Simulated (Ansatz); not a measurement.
This Li2Bi structure is the end of a relaxation. The cell was found from a structure generator's guess, not taken from experiment.

The calculation used Ansatz 0.2.0, DFT PBE, scalar-relativistic, plane waves, PAW. Cutoff 420 eV, Γ-centred mesh, Gaussian smearing, no spin polarisation.

```xyz
3
Lattice="3.4639 0.0000 0.0000 -1.7319 2.9998 0.0000 0.0000 0.0000 7.1677" Properties=species:S:1:pos:R:3 pbc="T T T"
Li    0.0000    1.9999    2.2476
Li    1.7319    0.9999    4.9201
Bi    0.0000    0.0000    0.0000
```

The zero of energy is the elements' standard structures at the same level; no fitted shifts are applied.

(1) What space group does it have?

(2) What is its formation energy per atom?

(3) Is it a metal?

(4) From what recipe could a structure generator have reached it?

Results:

(1) P-3m1 (No. 164), the cadmium iodide type. Conventional cell: a = 3.464 Å, c = 7.168 Å. Li has 3 Bi at 3.01 Å and 9 Li at 3.34–3.46 Å; Bi is surrounded by 6 Li at 3.01 Å and 6 Bi at 3.46 Å.

(2) −0.22 eV/atom. It lies below the elements, which doesn't yet make it stable against other compounds or structures.

(3) Yes, bands cross the Fermi level on the 18×18×8 mesh.

(4) One such recipe: close-packed layers stacked ABC, next cell at A (P-3m1, No. 164). Other recipes can lead to the same cell.

The last run used an 18×18×8 mesh (in the run's order of axes) for its 3-atom cell and Gaussian smearing of 0.10 eV. These runs have no spin–orbit coupling, which can matter for Bi. Symmetry constrained the relaxation, so the result can be a saddle point.
